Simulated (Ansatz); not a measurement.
The calculation used Ansatz, DFT PBE, scalar-relativistic, plane waves, PAW. All cells share a 420 eV cutoff and Γ-centred k meshes spaced at most about 0.3 Å⁻¹ (about 0.25 or finer for metals, 2π included). No spin polarisation in the final relaxations.

Each of these unrelaxed guesses is relaxed in cell and atoms within its symmetry. A guess keeps its type if space group and coordination stay and the shape of the cell changes little (axis ratios within about 15 %, angles within 6°); the volume may change.

1. SiBr

```
CELL_PARAMETERS angstrom
3.84647 0.00000 0.00000
-1.92323 3.33114 0.00000
0.00000 0.00000 6.32864
ATOMIC_POSITIONS crystal
Si 0.33333 0.66667 0.37313
Si 0.66667 0.33333 0.87313
Br 0.33333 0.66667 0.00000
Br 0.66667 0.33333 0.50000
```

2. BaAlH6

```
CELL_PARAMETERS angstrom
0.00000 3.59775 3.59775
3.59775 0.00000 3.59775
3.59775 3.59775 0.00000
ATOMIC_POSITIONS crystal
Ba 0.50000 0.50000 0.50000
Al 0.75000 0.75000 0.75000
H 0.36584 0.13416 0.13416
H 0.13416 0.36584 0.36584
H 0.13416 0.36584 0.13416
H 0.36584 0.13416 0.36584
H 0.13416 0.13416 0.36584
H 0.36584 0.36584 0.13416
```

3. NaH6Os2

```
CELL_PARAMETERS angstrom
0.00000 3.53476 3.53476
3.53476 0.00000 3.53476
3.53476 3.53476 0.00000
ATOMIC_POSITIONS crystal
Na 0.50000 0.50000 0.50000
H 0.76274 0.23726 0.23726
H 0.23726 0.76274 0.76274
H 0.23726 0.76274 0.23726
H 0.76274 0.23726 0.76274
H 0.23726 0.23726 0.76274
H 0.76274 0.76274 0.23726
Os 0.75000 0.75000 0.75000
Os 0.00000 0.00000 0.00000
```

Question: Which keep their type?

Answer: Guess 3 keeps its type.

| guess | kept | start group | end group | V start (Å³/atom) | V end | b/a and c/a, end over start | nearest neighbours start | nearest neighbours end |
| --- | --- | --- | --- | --- | --- | --- | --- | --- |
| 1 | no | P6_3mc | P6_3mc | 20.3 | 24.8 | 1.00, 1.88 | Br 4, Si 4 | Br 3, Si 3 |
| 2 | no | F-43m | F-43m | 11.6 | 14.6 | 1.00, 1.00 | Al 10, Ba 16, H 4 | Al 6, Ba 12, H 1 |
| 3 | yes | F-43m | F-43m | 9.8 | 9.3 | 1.00, 1.00 | H 2, Na 6, Os 6/12 | H 2, Na 6, Os 6/12 |

Neighbours count within 15 % of an atom's shortest distance; end groups are read at 0.02 Å (0.05 Å in metals).

Weakly bound directions are ill-defined at this level, which has no dispersion term (SiBr P6_3mc). Spin–orbit coupling, which can matter for Os, is left out. A magnetic state wasn't ruled out in cells without spin, among them BaAlH6 F-43m, NaH6Os2 F-43m. Cells relaxed within their symmetry can be saddle points.

In counts of neighbours, a slash parts the counts of unlike sites.
